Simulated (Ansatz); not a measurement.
The relaxed structure here is a generated cell of TaRu: the first start was made by placing the elements on the sites of a structure type, and the end was not matched to a known phase here, so it may be hypothetical.

A relaxed cell of TaRu (P-6m2 (No. 187)), relaxed on a k-mesh at least as fine as the one used below. The numbers are results of PBEsol (plane waves to 420 eV, PAW, scalar-relativistic; Ansatz, a first-principles code), not measurements. Γ-centred k-mesh 10×10×6 on the run's cell (coarser than for final values), Fermi–Dirac smearing 0.05 eV.

```xyz
4
Lattice="3.6954 0.0000 0.0000 -1.8477 3.2003 0.0000 0.0000 0.0000 6.0160" Properties=species:S:1:pos:R:3 pbc="T T T"
Ta     0.0000     0.0000     0.0000
Ta     0.0000     0.0000     3.0080
Ru     1.8477     1.0668     1.5040
Ru     1.8477     1.0668     4.5120
```

Every atom was then displaced, and the forces became (eV/Å):

```
atom     Fx     Fy     Fz
----  -----  -----  -----
Ta1   -0.09  -1.44   1.99
Ta2   -0.61  -1.80  -2.08
Ru3   -0.13   0.95  -0.87
Ru4    0.83   2.28   0.95
```

Problem. Which atom was moved farthest relative to the others, and in which direction?

Solution. Ru4, by (-0.05, -0.13, -0.04) Å (0.14 Å, mean shift removed); the next is Ta2 with 0.11 Å. Its force makes an angle of 174° with its move.

All displacements (Å):

```json
[
 {"atom": "Ta1", "ux": "0.041", "uy": "-0.001", "uz": "-0.051"},
 {"atom": "Ta2", "ux": "0.093", "uy": "0.008", "uz": "0.081"},
 {"atom": "Ru3", "ux": "0.075", "uy": "-0.123", "uz": "0.073"},
 {"atom": "Ru4", "ux": "0.009", "uy": "-0.213", "uz": "-0.015"}
]
```

Problem. Estimate the energy cost of the displacement in the harmonic approximation and compare with the calculation.

Solution. For a harmonic well ΔE = −½ Σ F·u = 0.513 eV a cell, or 128 meV/atom. The calculated energy relative to the undisplaced cell is +0.12 eV/atom, so the harmonic estimate holds well.

The undisplaced cell is probably no minimum: from this displacement the run went on to P4/mmm (No. 123), 0.50 eV/atom below it.

No spin polarisation in the result.
